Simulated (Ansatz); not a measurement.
Task: Ag (A15 (β-W type), space group No. 223) is relaxed with r²SCAN in the plane-wave PAW code Ansatz. What lattice parameters of the conventional cell result?

Result: a = 5.226 Å.

Space group Pm-3n (A15 (β-W type)). The start of the workflow was typed in or built on a structure type; neither database checked (COD, Materials Project) lists it. It is not the phase usual at ambient conditions (space group No. 225). The cell was relaxed with r²SCAN under the symmetry of its start. At this level the phase is mechanically unstable. No spin polarisation was allowed.

Potentials: the later of the program's two PAW sets.
